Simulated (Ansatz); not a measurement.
TiPd (CsCl type, Pm-3m) at seven volumes, plane-wave PAW r²SCAN (Ansatz code), scaled uniformly. One row is withheld.

| V (Å³/atom) | P (GPa) |
|---|---|
| 14.302 | 19.25 |
| 14.774 | 11.77 |
| 15.245 | ? |
| 15.717 | 0.00 |
| 16.188 | -4.59 |
| 16.660 | -8.49 |
| 17.131 | -11.78 |

Q: Fit the shown pressures and predict the withheld one.

A: P = (3/2)B₀(x^(7/2) − x^(5/2))[1 + (3/4)(B′ − 4)(x − 1)] with x = (V₀/V)^(2/3). Least squares on the six rows gives V₀ = 15.717 Å³/atom, B₀ = 166 GPa, B′ = 4.43. At V = 15.245, x = 1.0205 and P = 5.42 GPa. The run itself gave 5.41 GPa.

The workflow started from an entry of the Crystallography Open Database (COD). Whether it is the stable phase at ambient conditions was not checked. Symmetry was held in the r²SCAN relaxation; its stability against distortions is not shown here. No spin polarisation was allowed.

Potentials: the later of the program's two PAW sets.
